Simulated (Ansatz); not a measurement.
C in its lowest state found on the top face of a (001) slab of Au (P6_3/mmc (No. 194)), 5 planes, outer planes Au (top) and Au (bottom); 1 a cell of 7.11 Å², its atoms last:

```
Au C
1.0
     2.86519    0.00000    0.00000
    -1.43260    2.48133    0.00000
     0.00000    0.00000   28.58116
Au C
5 1
Direct
  0.33333 0.66667 0.29740
  0.66667 0.33333 0.38121
  0.33333 0.66667 0.46433
  0.66667 0.33333 0.54832
  0.33333 0.66667 0.63235
  0.00000 0.00000 0.67685
```

Computed with DFT PBEsol, scalar-relativistic, plane waves, PAW (Ansatz). Plane waves to 420 eV, a k mesh through Γ of 12×12×1 on the computed 6-atom cell and Gaussian smearing (0.10 eV); no spin polarisation. A dipole correction removes the field between periodic images along c.

The clean top face has a work function of 5.37 eV. Adsorption changes the slab's dipole along +c by Δp = -0.0621 e·Å a cell (-0.30 D an adsorbate).

Task: What change of work function does the Helmholtz equation give?

Result: A sheet of dipoles makes a step in an electron's potential energy of −e·Δp/(ε0·A), and e/ε0 = 180.95 eV·Å for Δp in e·Å: −180.95 × (-0.0621)/7.11 = +1.58 eV. This is the change of φ(top) − φ(bottom). If the bottom face is unmoved, φ(top) becomes 6.95 eV.

Task: How does that compare with the calculation?

Result: φ(top) changes by +1.49 eV and φ(bottom) by -0.09 eV, so their difference changes by +1.58 eV. The slab is thin enough for the adsorbate to shift the Fermi level against the bottom face too.

Task: What does the sign say about the electrons?

Result: The change of dipole points into the surface (negative end outward), so the work function rises. Electrons gather on the vacuum side. Δp also holds the adsorbate's own dipole and the moves of the surface atoms, so it isn't a charge transfer alone.

Spin-orbit coupling is left out, which matters for the bands of heavy elements.

The reference crystal is a form of Au, which isn't its usual structure.